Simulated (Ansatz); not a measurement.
# Zone-centre phonons of LiAlF₄: input and output

All numbers below come from Ansatz 0.2.0, DFT PBE, scalar-relativistic, plane waves, PAW.

It can be run as:
```bash
ansatz run input.yaml --threads 1 --pin off --backend cpu --events-out ev --progress --plain --runs-dir out  # memory cap (--max-ram) not shown
```

Input (bare energies are in eV):
```yaml
crystal:
  lattice:
    - [3.6003799782, 0.0, 0.0]
    - [0.0, 3.6003799782, 0.0]
    - [0.0, 0.0, 6.1366408874]
  atoms:
    - { symbol: Li, position: [0.5, 0.5, 0.5] }
    - { symbol: Al, position: [0.0, 0.0, 0.0] }
    - { symbol: F, position: [0.5, 0.0, 0.0] }
    - { symbol: F, position: [0.0, 0.5, 0.0] }
    - { symbol: F, position: [0.0, 0.0, 0.2941183511] }
    - { symbol: F, position: [0.0, 0.0, 0.7058816489] }
basis:
  ecutwfc: 420
kpoints:
  mp_grid: { grid: [6, 6, 4] }
hamiltonian:
  xc: pbe
scf:
  occupations: { method: fixed }
output:
  eigenvalues: true
phonons:
  method: dfpt
  dielectric: true
  rigid_motions: translations
  eigenvectors: true
```

The end of the output:
```
--- Phonons (Γ-DFPT): 9 representative perturbations + reference, on 76 of 144 k-points (Σ response iterations 32) ---
  k mesh reduced under 1 symmetry operation, with k and −k counted as one. Each operation leaves every solved perturbation unchanged. A smaller set is not considered because the run solves the response ...
  ASR residual: 2.351e-2 → 0.000e0 eV/Å²; symmetrization residual: 5.250e-6 eV/Å²
  ASR residual per site (eV/Å²): 1.12e-4 2.35e-2 1.31e-2 1.31e-2 2.03e-3 2.03e-3
  Γ frequencies (cm⁻¹): -246.44 -246.44 -57.33 0.00 0.00 0.00 162.22 162.22 184.77 184.77 213.77 324.07 324.07 392.65 516.54 592.83 673.79 673.79
  ε∞ (high-frequency dielectric tensor):
        1.877667     0.000000     0.000000
        0.000000     1.877667     0.000000
        0.000000     0.000000     1.828202
  softest optical mode at Γ: -246.44 cm⁻¹; the repairs (sum rule, projections) moved no ω² at Γ by more than (15.51 cm⁻¹)²
  Born effective charges Z* (e; rows j = field, columns β = displacement):
    site 0:
         1.17813    0.00000    0.00000
         0.00000    1.17813    0.00000
         0.00000   -0.00000    1.23238
    site 1:
         2.93808    0.00000    0.00000
         0.00000    2.93808    0.00000
         0.00000   -0.00000    2.59965
    site 2:
        -1.66007    0.00000    0.00000
         0.00000   -0.68758    0.00000
         0.00000   -0.00000   -0.68363
    site 3:
        -0.68758    0.00000    0.00000
         0.00000   -1.66007    0.00000
         0.00000   -0.00000   -0.68363
    site 4:
        -0.88428    0.00000    0.00000
         0.00000   -0.88428    0.00000
         0.00000    0.00000   -1.23239
    site 5:
        -0.88428    0.00000   -0.00000
         0.00000   -0.88428   -0.00000
        -0.00000   -0.00000   -1.23239
  Z* charge neutrality: 1.828e-4 e pre-enforcement
  k-mesh period / interband length: 21.6 Å / 0.85 Å = 25.36 at k = (0.0000, 0.0000, 0.0000), direct gap 6.114 eV — 14 or more, which is no proof of convergence
  optical modes at Γ without the LO–TO term, one row a degenerate level:
      ω (cm⁻¹) modes IR ((D/Å)²/amu)
       -246.44      2            11.7651
        -57.33      1             8.5860
        162.22      2             0.0000
        184.77      2             0.0002
        213.77      1             0.0000
        324.07      2             9.5993
        392.65      1             0.0032
        516.54      1             0.0000
        592.83      1             7.0620
        673.79      2            14.2655
  optical modes at Γ + LO–TO along q̂ = [1.0000, 0.0000, 0.0000]:
      ω (cm⁻¹) modes IR ((D/Å)²/amu)
       -246.44      1             5.8826
       -117.94      1             1.6053
        -57.33      1             8.5860
        162.22      2             0.0000
        184.77      1             0.0001
        184.78      1             0.0001
        213.77      1             0.0000
        324.07      1             4.7996
        392.65      1             0.0032
        416.28      1             3.9946
        516.54      1             0.0000
        592.83      1             7.0620
        673.79      1             7.1327
        770.25      1            12.2151
  optical modes at Γ + LO–TO along q̂ = [0.0000, 1.0000, 0.0000]:
      ω (cm⁻¹) modes IR ((D/Å)²/amu)
       -246.44      1             5.8826
       -117.94      1             1.6053
        -57.33      1             8.5860
        162.22      2             0.0000
        184.77      1             0.0001
        184.78      1             0.0001
        213.77      1             0.0000
        324.07      1             4.7996
        392.65      1             0.0032
        416.28      1             3.9946
        516.54      1             0.0000
        592.83      1             7.0620
        673.79      1             7.1327
        770.25      1            12.2151
  optical modes at Γ + LO–TO along q̂ = [0.0000, 0.0000, 1.0000]:
      ω (cm⁻¹) modes IR ((D/Å)²/amu)
       -246.44      2            11.7651
        162.22      2             0.0000
        184.77      2             0.0002
        213.77      1             0.0000
        295.19      1             4.0362
        324.07      2             9.5993
        392.74      1             0.0061
        516.54      1             0.0000
        673.79      2            14.2655
        700.35      1            11.6089
```

Its imaginary modes show that this cell, built by swapping an element in a database structure, isn't a minimum of the energy.

Negative frequencies stand for imaginary ones: the cell is unstable against these modes.